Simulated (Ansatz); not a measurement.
# Run record: Mn3O4

We look at Mn3O4: a measured crystal structure (space group I4_1/amd), with 14 atoms per cell. Source: COD entry 1514236, which need not be the ambient phase.

Theory: DFT, LDA+U, PAW, plane waves, scalar-relativistic in Ansatz.

Input file:

```yaml
crystal:
  lattice:
    - [-2.8795, 2.8795, 4.73]
    - [2.8795, -2.8795, 4.73]
    - [2.8795, 2.8795, -4.73]
  atoms:
    - { symbol: Mn, position: [0.0, 0.0, 0.0], spin: 4.5 }
    - { symbol: Mn, position: [0.75, 0.25, 0.5], spin: 4.5 }
    - { symbol: Mn, position: [0.875, 0.625, 0.25], spin: -4.5 }
    - { symbol: Mn, position: [0.375, 0.625, 0.25], spin: 4.5 }
    - { symbol: Mn, position: [0.375, 0.625, 0.75], spin: 4.5 }
    - { symbol: Mn, position: [0.375, 0.125, 0.75], spin: -4.5 }
    - { symbol: O, position: [0.604, 0.384, 0.22] }
    - { symbol: O, position: [0.134, 0.414, 0.28] }
    - { symbol: O, position: [0.164, 0.384, 0.78] }
    - { symbol: O, position: [0.134, 0.854, 0.72] }
    - { symbol: O, position: [0.146, 0.866, 0.28] }
    - { symbol: O, position: [0.616, 0.396, 0.78] }
    - { symbol: O, position: [0.586, 0.866, 0.72] }
    - { symbol: O, position: [0.616, 0.836, 0.22] }
magnetization:
  spin_polarized: true
hamiltonian:
  xc: lda
  pseudopotentials: { kind: paw }
  hubbard: { sites: [{ species: Mn, l: d, u_eff: 3.9 }] }
basis:
  ecutwfc: 420
kpoints:
  mp_grid: { grid: [3, 3, 4] }
scf:
  occupations: { method: fermi_dirac, width: 0.02 }
  lower_state_search: standard
output:
  forces: true
  stress: true
  write_density: true
  write_potential: true
  elf: true
  volumetric_format: npy
```

Launched as:
```sh
ansatz run input.yaml --threads 4 --pin off --max-ram 9216MiB --backend cpu --events-out ev --progress --plain --runs-dir out
```

Program output, abridged:

```
Mn: projections on atomic orbitals take those of the free atom [Ne] 3s2 3p6 3d5 4s2, of charge +0.00 (hamiltonian.pseudopotentials.projection_atoms); the dataset's partial waves leave at most 9.0e-7 of an orbital's norm unspanned inside its sphere
O: projections on atomic orbitals take those of the free atom [He] 2s2 2p4, of charge +0.00 (hamiltonian.pseudopotentials.projection_atoms); the dataset's partial waves leave at most 1.9e-8 of an orbital's norm unspanned inside its sphere
the run goes by scf.lower_state_search standard: where its kind and settings allow, a search for a lower-energy state can add stability tests and further SCF calculations, which can take several times, in some runs tens of times, as long as the SCF (see the manual's entry of the key); [...]
Pseudopotentials: kind: paw
Pseudopotential: Mn, paw, valence charge 15, recommended cutoff 420 eV (normal), Mn.paw.azcp
Pseudopotential: O, paw, valence charge 6, recommended cutoff 420 eV (normal), O.paw.azcp
Functional definition: SPW92
Crystal: 14 atoms, lattice volume = 156.876 Å³
Basis set: ecut = 420 eV, 3087 PW (Γ)
Bands: 99, of which v1, the nominal top of the filled ones, is band 69 counted from 1 (68 counted from 0)
Symmetry: 4 space group operations
Space group: C2/c (ITA 15), of the structure as read, at distance tolerance 5.4e-5 Å
Magnetic group: BNS 15.85 (UNI 92), of the structure as read, at distance tolerance 5.4e-5 Å
k-points: 14 of 36
Non-local potential: Mn, projectors of the file, l = 0: 3, l = 1: 2, l = 2: 3, l = 3: 1
Non-local potential: O, projectors of the file, l = 0: 2, l = 1: 2, l = 2: 1
PAW frozen core: Mn, regenerated for the run's functional, and the local potential with it (the file was generated under x = pbe(κ = 0.804, μ = 0.2195149727645171), c = pbe(β = 0.06672455060314922))
PAW frozen core: O, regenerated for the run's functional, and the local potential with it (the file was generated under x = pbe(κ = 0.804, μ = 0.2195149727645171), c = pbe(β = 0.06672455060314922))
Initial density: superposition of atomic densities (chi_scale 0.1, normalization cell, long waves kept (reshape's long-wave potential 0.03 eV rms))
Starting moments: Σ|m| = 27 μB on 6 of 14 sites
Initial wavefunctions: pseudopotential atomic-orbital guess
Functional: x = slater, c = lda
SCF iter   1: F=—  HF=-27485.379002 eV  |F-HF|=—  |Δ(HF+E_count)|=         —  Δρ=9.46e-2 (↑9.46e-2 ↓8.33e-2)  dr2=4.02e1  dr2_m=1.09e0  M=9.987 μB ∫|m|=25.958 μB  β_m=0.30  ethr=3.10e-3  ⟨swp⟩=5.4  Hψ=8774  notcnv=0  defer=163
preconditioner: auto → Resta (q_TF=auto, 2.671 Å⁻¹)  ε∞=6.5  [insulator: Δε(μ)=0.100 eV  Ē_g=11.981 eV  σ=0.020 eV  W_gap=0.84  n_scr=60 (ndim 8)  ℏωp=28.1 eV  f_vac=0.000  D(μ)=0.61/eV (n_scr^D=0)  ε∞_Penn≈6.5]
spin=Collinear: Resta preconditioning applied to the charge; magnetization (m = ρ↑ − ρ↓) channel mixes plain (no charge-response kernel on spin).
SCF iter   2: F=—  HF=-27479.420091 eV  |F-HF|=—  |Δ(HF+E_count)|=    5.96e0  Δρ=3.98e-2 (↑3.98e-2 ↓3.22e-2)  dr2=3.76e0  dr2_m=9.50e-1  M=10.000 μB ∫|m|=26.490 μB  β_m=0.30  ethr=3.10e-3  ⟨swp⟩=3.0  Hψ=5649  notcnv=0  defer=534
SCF iter   3: F=—  HF=-27479.798166 eV  |F-HF|=—  |Δ(HF+E_count)|=   3.78e-1  Δρ=2.70e-2 (↑2.70e-2 ↓2.46e-2)  dr2=1.44e0  dr2_m=5.78e-1  M=10.000 μB ∫|m|=26.374 μB  β_m=0.30  ethr=2.72e-3  ⟨swp⟩=2.2  Hψ=3532  notcnv=0  defer=522
SCF iter   4: F=—  HF=-27480.084972 eV  |F-HF|=—  |Δ(HF+E_count)|=   2.87e-1  Δρ=1.73e-2 (↑1.73e-2 ↓1.61e-2)  dr2=1.91e-1  dr2_m=3.27e-1  M=10.000 μB ∫|m|=26.269 μB  β_m=0.30  ethr=1.04e-3  ⟨swp⟩=3.6  Hψ=4482  notcnv=0  defer=522
SCF iter   5: F=—  HF=-27480.422512 eV  |F-HF|=—  |Δ(HF+E_count)|=   3.38e-1  Δρ=1.29e-2 (↑1.24e-2 ↓1.29e-2)  dr2=6.19e-2  dr2_m=2.13e-1  M=10.000 μB ∫|m|=26.183 μB  β_m=0.30  ethr=1.38e-4  ⟨swp⟩=3.1  Hψ=5014  notcnv=0  defer=526
Mixer restart at iter 5: flushing history
spin-set hold released at iteration 5 (site moments contracting): the magnetisation degrees of freedom join the quasi-Newton model from the next iteration; the mixer history was flushed
SCF iter   6: F=—  HF=-27480.599924 eV  |F-HF|=—  |Δ(HF+E_count)|=   1.77e-1  Δρ=9.82e-3 (↑9.75e-3 ↓9.82e-3)  dr2=2.77e-2  dr2_m=1.30e-1  M=10.000 μB ∫|m|=26.106 μB  β_m=0.65  ethr=4.49e-5  ⟨swp⟩=3.4  Hψ=3663  notcnv=0  defer=534
[... 1 iterations left out ...]
SCF iter   8: F=—  HF=-27480.856355 eV  |F-HF|=—  |Δ(HF+E_count)|=   2.32e-3  Δρ=1.60e-3 (↑1.60e-3 ↓1.18e-3)  dr2=5.22e-3  dr2_m=1.32e-3  M=10.000 μB ∫|m|=25.766 μB  β_m=0.76  ethr=1.32e-5  ⟨swp⟩=2.5  Hψ=5141  notcnv=0  defer=565
SCF iter   9: F=—  HF=-27480.857305 eV  |F-HF|=—  |Δ(HF+E_count)|=   9.50e-4  Δρ=8.79e-4 (↑8.79e-4 ↓6.70e-4)  dr2=1.69e-3  dr2_m=3.15e-4  M=10.000 μB ∫|m|=25.746 μB  β_m=0.64  ethr=3.79e-6  ⟨swp⟩=2.4  Hψ=4129  notcnv=0  defer=565
SCF iter  10: F=—  HF=-27480.856873 eV  |F-HF|=—  |Δ(HF+E_count)|=   4.32e-4  Δρ=9.34e-5 (↑9.18e-5 ↓9.34e-5)  dr2=2.23e-5  dr2_m=8.09e-6  M=10.000 μB ∫|m|=25.734 μB  β_m=0.73  ethr=1.22e-6  ⟨swp⟩=2.1  Hψ=3993  notcnv=0  defer=565
SCF iter  11: F=—  HF=-27480.856874 eV  |F-HF|=—  |Δ(HF+E_count)|=   1.88e-6  Δρ=4.15e-5 (↑4.15e-5 ↓3.73e-5)  dr2=6.49e-6  dr2_m=6.32e-7  M=10.000 μB ∫|m|=25.732 μB  β_m=0.73  ethr=1.62e-8  ⟨swp⟩=2.0  Hψ=3989  notcnv=0  defer=565
SCF iter  12: F=—  HF=-27480.856875 eV  |F-HF|=—  |Δ(HF+E_count)|=   1.59e-7  Δρ=2.60e-5 (↑2.60e-5 ↓2.37e-5)  dr2=2.25e-6  dr2_m=3.21e-7  M=10.000 μB ∫|m|=25.732 μB  β_m=0.74  ethr=4.70e-9  ⟨swp⟩=2.0  Hψ=3889  notcnv=0  defer=565
SCF iter  13: F=—  HF=-27480.856875 eV  |F-HF|=—  |Δ(HF+E_count)|=   8.31e-9  Δρ=1.25e-5 (↑7.23e-6 ↓1.25e-5)  dr2=3.74e-7  dr2_m=4.17e-8  M=10.000 μB ∫|m|=25.732 μB  β_m=0.83  ethr=1.63e-9  ⟨swp⟩=2.0  Hψ=3340  notcnv=0  defer=565
SCF iter  14: F=-27480.856875 eV  HF=-27480.856875 eV  |F-HF|=2.21e-8  |Δ(HF+E_count)|=   1.05e-8  Δρ=3.70e-6 (↑3.70e-6 ↓2.46e-6)  dr2=4.26e-8  dr2_m=5.67e-9  M=10.000 μB ∫|m|=25.731 μB  ethr=7.25e-11  ⟨swp⟩=14.0  Hψ=19416  notcnv=0
SCF 1 converged in 14 iterations: F = -27480.856875 eV  dr2 = 4.26e-8
  greatest PAW one-centre occupation: 1.005 electrons in one spin orbital (limit 2), on the Mn atom at site 1 (counted from 0), in its partial waves of l = 1
SCF converged after 14 iterations
Magnetization: 10.0000 μB (74.0000 up, 64.0000 down)
Absolute magnetization: 25.7669 μB (∫|ρ↑−ρ↓|, with the PAW one-centre terms)
Spin contamination: 7.9871 ħ² per cell (⟨S²⟩ above its minimum at these occupations)
Per-site moments (μB) at R_I (Å): [(4.0085, 0.8460), (4.0085, 0.8460), (-3.2371, 0.7918), (3.3340, 0.7918), (3.3340, 0.7918), (-3.2371, 0.7918), (-0.0206, 0.7918), (0.0603, 0.7918), (0.0603, 0.7918), (-0.0206, 0.7918), (-0.0206, 0.7918), (-0.0206, 0.7918), (0.0603, 0.7918), (0.0603, 0.7918)]
Free energy (F): -27480.856875 eV
Harris-Foulkes:  -27480.856875 eV  (|F-HF|=2.21e-8)
Internal energy: -27480.856875 eV  (E = F + TS)
E sigma→0 (E₀):  -27480.856875 eV
Fermi energy:    10.476671 eV
--- Per-component energies (eV) ---
  E_band       = -1844.339776
  E_kinetic    = 3180.630560
  E_local      = -15976.889026  (includes V_loc(G=0)·N_el)
  E_nonlocal   = 1910.133629
  E_hartree    = 6389.411100
  E_xc         = -1242.321452
  E_vxc        = -1598.132945  (∫ρ·V_xc dr)
  E_hubbard    = 7.672698  (on-site DFT+U / exact-exchange correction)
  E_vhub       = -44.900722  (the Hubbard potential's part of the band-sum identity)
  E_paw        = -8642.070373  (= ΣΔE_a)
  E_vpaw       = -2094.003882  (= ΣTr[D̂ρ^β])
  E_aug_tail   = 0.019872  (compensation charges beyond the density's cutoff)
  E_ewald      = -13110.522972
  E_core_change = 3.079090  (= ΣΔE_core)
  E_smearing   = -0.000000  (= −TS)
  E_closure    = -0.000000  (closes the sum)
  Σ components = -27480.856875   (vs F -27480.856875, Δ=0.00e0)
--- Forces (eV/Å), atoms counted from 1 ---
  atom   1  Mn    -0.00923837     0.00923837    -0.00000000
  atom   2  Mn     0.00923837    -0.00923837     0.00000000
  atom   3  Mn     0.00000000     0.00000000     0.00000000
  atom   4  Mn     0.00000000     0.00000000     0.00000000
  atom   5  Mn    -0.00000000    -0.00000000     0.00000000
  atom   6  Mn    -0.00000000    -0.00000000     0.00000000
  atom   7  O     -0.05615734     0.25928927    -0.14490457
  atom   8  O     -0.20315529    -0.16570327    -0.14938494
  atom   9  O     -0.16570327    -0.20315529    -0.14938494
  atom  10  O      0.25928927    -0.05615734    -0.14490457
  atom  11  O      0.05615734    -0.25928927     0.14490457
  atom  12  O     -0.25928927     0.05615734     0.14490457
  atom  13  O      0.16570327     0.20315529     0.14938494
  atom  14  O      0.20315529     0.16570327     0.14938494
  max |Σ_I F_I| component: 5.55e-17 eV/Å
--- Stress (GPa, compression-positive) ---
       -3.339352       0.735232       0.042267
        0.735232      -3.339352       0.042267
        0.042265       0.042265      -4.076517
  P = ⅓ Tr σ = -3.5851 GPa (-35.851 kbar)
--- Band table (eV; the first three rows and the last of 28) ---
k-point 0 ↑: bands = ["-70.8761", "-70.8734", "-69.9549", "-69.9547", "-66.8635", "-66.8608", "-40.0680", "-40.0639", "-40.0530", "-40.0377", "-39.7499", "-39.7335", "-39.0777", "-39.0761", "-39.0749", "-39.0734", "-39.0360", "-39.0336", "-36.3736", "-36.3698", "-36.3478", "-36.3301", "-35.4665", "-35.4438", "-8.9626", "-8.0418", "-7.7271", "-7.5869", "-7.5609", "-7.5516", "-7.4692", "-7.4648", "2.3077", "2.9543", "3.2129", "3.4740", "3.7960", "3.9137", "4.1258", "4.1661", "4.3239", "4.3585", "4.4331", "4.8273", "4.9081", "5.1098", "5.1802", "5.3448", "5.3451", "5.6447", [...]
k-point 1 ↑: bands = ["-70.8759", "-70.8740", "-69.9549", "-69.9547", "-66.8629", "-66.8611", "-40.0669", "-40.0641", "-40.0505", "-40.0396", "-39.7477", "-39.7361", "-39.0774", "-39.0764", "-39.0747", "-39.0736", "-39.0356", "-39.0339", "-36.3736", "-36.3708", "-36.3453", "-36.3330", "-35.4632", "-35.4472", "-8.7585", "-7.9920", "-7.8765", "-7.6931", "-7.5896", "-7.5347", "-7.5141", "-7.4769", "2.6476", "3.1388", "3.5512", "3.6327", "3.8096", "3.9169", "4.0543", "4.1514", "4.1965", "4.3115", "4.7186", "4.8606", "4.8805", "5.0039", "5.0965", "5.3316", "5.5148", "5.6207", [...]
k-point 2 ↑: bands = ["-70.8751", "-70.8751", "-69.9548", "-69.9548", "-66.8618", "-66.8618", "-40.0651", "-40.0651", "-40.0447", "-40.0447", "-39.7421", "-39.7421", "-39.0769", "-39.0769", "-39.0742", "-39.0742", "-39.0347", "-39.0347", "-36.3727", "-36.3727", "-36.3394", "-36.3394", "-35.4553", "-35.4553", "-8.2938", "-8.2938", "-7.8462", "-7.8462", "-7.6110", "-7.6110", "-7.5024", "-7.5024", "3.2088", "3.2088", "3.7490", "3.7490", "3.9134", "3.9134", "4.0928", "4.0928", "4.3502", "4.3502", "4.6860", "4.6860", "4.8574", "4.8574", "5.0930", "5.0930", "5.4605", "5.4605", [...]
k-point 13 ↓: bands = ["-70.8483", "-70.8483", "-66.7669", "-66.7669", "-65.2162", "-65.2162", "-40.0417", "-40.0417", "-40.0234", "-40.0234", "-39.7016", "-39.7016", "-36.2590", "-36.2590", "-36.2222", "-36.2222", "-35.4147", "-35.4147", "-34.4672", "-34.4672", "-34.4626", "-34.4626", "-34.4260", "-34.4260", "-8.3747", "-8.3747", "-7.6555", "-7.6555", "-7.4135", "-7.4135", "-7.3577", "-7.3577", "3.2796", "3.2796", "3.8863", "3.8863", "3.9799", "3.9799", "4.4551", "4.4551", "4.9409", "4.9409", "5.1993", "5.1993", "5.6895", "5.6895", "5.7714", "5.7714", "6.2502", "6.2502", [...]
```

Among 19 converged runs of this cell from various starts and settings, this end is the lowest found. Sign patterns typed on Mn1 Mn2 Mn3 Mn4 Mn5 Mn6: ++++++, ++-++-, ++-+--, +++++-, +00000; other orders that fit weren't typed.

The log names the space group C2/c, not the crystal's I4_1/amd, as the starting moments make like atoms unequal.

A static U favours moments and orbital order; the result depends on U and need not be the measured state. The mesh has less symmetry than the lattice, which lowers the symmetry of the run.

The run took 21 s on 4 threads of Arm Neoverse V1 (shared host), peak memory 0.93 GiB.
